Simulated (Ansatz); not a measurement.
Ni (simple cubic, Pm-3m) at seven volumes, plane-wave PAW PBE (Ansatz code), scaled uniformly. One row is withheld.

```csv
V (Å³/atom),P (GPa)
11.483,16.92
11.862,10.21
12.240,4.62
12.619,0.00
12.997,?
13.376,-6.63
13.755,-9.22
```

Question: Fit the shown pressures and predict the withheld one.

Answer: P = (3/2)B₀(x^(7/2) − x^(5/2))[1 + (3/4)(B′ − 4)(x − 1)] with x = (V₀/V)^(2/3). Least squares on the six rows gives V₀ = 12.625 Å³/atom, B₀ = 137 GPa, B′ = 5.66. At V = 12.997, x = 0.9808 and P = -3.66 GPa. The run itself gave -3.67 GPa.

The cell is a constructed one: a structure type filled with these elements; neither database checked (COD, Materials Project) lists it. It is not the phase usual at ambient conditions (space group No. 225). The cell was relaxed with PBE under the symmetry of its start; its stability against distortions is not shown here. Magnetic state: ferromagnetic, chosen from 3 collinear starts compared on coarse meshes (ties went to the first, and starts can fall back to one state), not a proven ground state.

Potentials: the later of the program's two PAW sets.
